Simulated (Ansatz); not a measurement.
**W3Si: energy along a strain**

W3Si, Im-3m, a = 5.154 Å. The structure is a Materials Project entry; whether it is the stable form wasn't checked. Ansatz: PBEsol, PAW, 420 eV, Γ-centred 14×14×14 mesh on 4 atoms, Gaussian smearing 0.15 eV; no spin polarisation. Cell vectors (Å): -2.577 2.577 2.577; 2.577 -2.577 2.577; 2.577 2.577 -2.577. The cell is strained by x per cent times the pattern (0 0 1 0 0 0) in the order xx yy zz yz xz xy (engineering shears), with fractional coordinates held. y is the free energy over the start, V0 = 17.118 Å³/atom.

| x (%) | y (meV/atom) |
| --- | --- |
| -6.00 | ? |
| -4.50 | 55.28 |
| -3.00 | 23.30 |
| 0.00 | 0.00 |
| 1.50 | 4.93 |
| 4.50 | 40.26 |
| 6.00 | 68.13 |

**Question.** Fit y = c2 x² + c3 x³ to the other rows, get the stiffness along the pattern, and predict the missing energy.

**Answer.** Least squares on the rows shown. y = 2.3655 x² − 0.079721 x³. The clamped-ion stiffness p·C·p = 2 × 23.66 eV × 160.2 / 17.118 Å³ = 443 GPa, which is C33 in these axes (C11 of the cubic crystal). At x = -6.00 the fit asked for gives 102.38 meV/atom. The run gave 103.64 meV/atom, so the fit is 1.26 meV/atom too low, 1.2 % of the span of the series, against an rms of 0.21 meV/atom on the fitted rows. The row lies outside the fitted range. With a term in x⁴ added, a fit to the same known rows predicts 103.74 meV/atom, so most of the miss is curvature that the known rows already hold.

Spin–orbit coupling is left out, which can shift energies with elements as heavy as these.

Cost: 7 runs of about 3 core-minutes in all, on Intel Xeon Platinum 8259CL (Skylake/Cascade Lake) (shared hosts).